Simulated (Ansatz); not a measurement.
# How the vibrations of C change with volume

Theory: DFT LDA, scalar-relativistic, plane waves, PAW in Ansatz. Cutoff 420 eV, 18×18×6 k-points (Γ-centred), Fermi-Dirac smearing of 0.15 eV. No spin polarisation. Phonons by linear response, acoustic sum rule imposed.

Relaxed structure:
Space group Fmmm (No. 69). a = 2.446 Å, b = 4.233 Å, c = 6.723 Å, α = 90.00°, β = 90.00°, γ = 90.00°
```
atom site symmetry x y z
   C    8h m2m  0.5000  0.6667  0.5000
```

Without a gap, frequencies depend on the k mesh and the smearing, soft modes most. The crystal is built of layers and no dispersion correction was added, so the binding between them is poorly described, and with it their spacing and whatever depends on it.

Cells at 0.98 and 1.02 times the equilibrium volume were relaxed in shape and atoms; γ = −d ln ν / d ln V, modes matched by rank.

Task: Give the optical frequencies at Γ (cm⁻¹) at the three volumes and the mode Grüneisen parameters.

Result:
| 0.98 V | V | 1.02 V | γ | degeneracy |
| --- | --- | --- | --- | --- |
| 40i | 35i | 31i | – | 1 |
| 59 | 53 | 48 | 4.86 | 1 |
| 126 | 109 | 92 | 7.69 | 1 |
| 885 | 887 | 888 | -0.08 | 1 |
| 889 | 890 | 890 | -0.04 | 1 |
| 1596 | 1593 | 1591 | 0.08 | 1 |
| 1601 | 1598 | 1596 | 0.09 | 1 |
| 1602 | 1599 | 1597 | 0.07 | 1 |
| 1615 | 1609 | 1605 | 0.15 | 1 |

i marks imaginary modes: the cell is unstable against these displacements at all three volumes, and γ isn't given for them.

Task: What pressures hold the two strained cells, and what bulk modulus follows?

Result: 0.63 GPa at 0.98 V and -0.46 GPa at 1.02 V, so B = −dP/d ln V ≈ 27 GPa.

This form isn't the element's structure at ambient conditions. The bands only touch here, so at this level the crystal is a zero-gap semiconductor or semimetal, not an ordinary metal.